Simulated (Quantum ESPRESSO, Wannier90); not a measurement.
Mg2Sn (Fm-3m), plane waves to Wannier functions

```
begin unit_cell_cart
ang
    0.0000000000    3.3801550000    3.3801550000
    3.3801550000    0.0000000000    3.3801550000
    3.3801550000    3.3801550000    0.0000000000
end unit_cell_cart
begin atoms_frac
Mg   0.2500000000  0.2500000000  0.2500000000
Mg  -0.2500000000 -0.2500000000 -0.2500000000
Sn   0.0000000000  0.0000000000  0.0000000000
end atoms_frac
```

Materials Project entry mp-2343; symmetrised, unrelaxed at this level. COD (Crystallography Open Database) has the formula in 2 space groups, this one among them (matched by group alone). Level: PBEsol, spinors with spin-orbit coupling; pw.x of Quantum ESPRESSO at 68 Ry with PseudoDojo potentials, 6×6×6 k-points, Wannier90. Density: 12×12×12 mesh, cold smearing 0.01 Ry.

A tight-binding model is made by disentanglement and projection with no localisation steps (num_iter = 0), so the 24 orbitals stay atom-like: hydrogen-like Mg: s;p; Sn: s;p, axes along x, y, z; frozen window up to 3.00 eV relative to the Fermi level. It follows pw.x to 9.3 meV rms for states up to 1.0 eV relative to the Fermi level. Matrix elements depend on this choice of orbitals and windows.

Question: What are the on-site energies relative to the Fermi level, and how fast do the hoppings decay?

Answer: 
```
atom                 orbitals  energy (eV)
----  -----------------------  -----------
Mg1                     s↑ s↓         0.54
Mg1   pz↑ pz↓ px↑ px↓ py↑ py↓         4.21
Mg2                     s↑ s↓         0.54
Mg2   pz↑ pz↓ px↑ px↓ py↑ py↓         4.21
Sn3                     s↑ s↓        -4.87
Sn3   pz↑ pz↓ px↑ px↓ py↑ py↓         2.21
```

```tsv
distance of the centres (Å)	largest modulus (eV)
2–3	0.97
3–4	1.7
4–5	0.23
5–6	0.21
6–7	0.34
7–8	0.047
8–9	0.046
9–10	0.020
10–11	0.067
```
